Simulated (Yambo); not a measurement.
Si (space group P6_3/mmc, No. 194), G0W0@PBEsol in Yambo (6×6×2 mesh, plasmon pole; 10 Ry block, no terminator). The number N of bands in W and G is varied.

```csv
N,x = 1/N,gap Γ → M (eV),shift of the valence edge (eV)
58,0.01724,0.864,-0.230
92,0.01087,0.900,-0.444
134,0.00746,0.935,-0.575
176,0.00568,?,?
```

Task: Basis-set arguments suggest E = E∞ + A x. Fix A and E∞ from the two rows above the withheld one, predict the row at 176 bands, and test the form.

Result: Gap: A = (0.935 − (0.900))/(0.00746 − 0.01087) = -10.3, E∞ = 1.012 eV, so 0.953 eV is predicted; the run gave 0.957 eV (miss 4 meV). The first two rows have slope -5.65, so the form doesn't hold yet over the whole range. Shift: A = (-0.575 − (-0.444))/(0.00746 − 0.01087) = 38.4, E∞ = -0.862 eV, so -0.643 eV is predicted; the run gave -0.646 eV (miss 3 meV). The first two rows have slope 33.6, within 15 % of that. The other settings are held fixed.

Geometry relaxed with PBEsol; primitive cell a = b = 3.826 Å, c = 6.315 Å, α = β = 90.00°, γ = 120.00°.

This is not the ordinary phase of the substance; no match was found in the copy of COD used, and its stability was not checked.

A shift is the quasiparticle energy of the state minus its PBEsol energy.
